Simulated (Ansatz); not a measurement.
A geometry of AlNi away from equilibrium: step 27 of the relaxation of a relaxed AlNi cell shaken by Gaussian noise of σ = 0.08 Å a coordinate. All values below come from PBE (plane waves to 420 eV, PAW, scalar-relativistic; Ansatz, a first-principles code). Γ-centred k-mesh 10×10×4 on the run's cell (coarser than for final values), Fermi–Dirac smearing 0.05 eV.

```
AlNi
1.0
    3.72466    -1.11500    -0.00001
   -2.82795     3.64643    -0.00002
   -0.00002    -0.00006     9.50163
Ni Al
4 4
Direct
  0.74225   0.75375   0.01667
  0.24000   0.25156   0.51667
  0.24223   0.75374   0.17366
  0.74004   0.25161   0.67366
  0.24212   0.25362   0.25300
  0.74014   0.75171   0.75300
  0.24011   0.75168   0.43733
  0.74214   0.25364   0.93733
```

Q: Which atoms carry the largest force, and which way does it point?

A: 0.01 eV/Å, on Al5, Al6, Al7, Al8 (atoms numbered as listed); on Al8 its components are (0.00, 0.00, 0.01).

Q: What is the pressure?

A: +3.1 GPa, compression positive.

Q: How far above the relaxed end point is this geometry?

A: 0.18 eV/atom; the path ends in Pm-3m (No. 221) (CsCl type).

No spin polarisation in the result. A magnetic state may lie lower.

Of the parent cell (P6₃mc (No. 186)): it is a generated cell of AlNi: the first start was made by placing the elements on the sites of a structure type, and the end was not matched to a known phase here, so it may be hypothetical. Known forms of AlNi include space group No. 221.
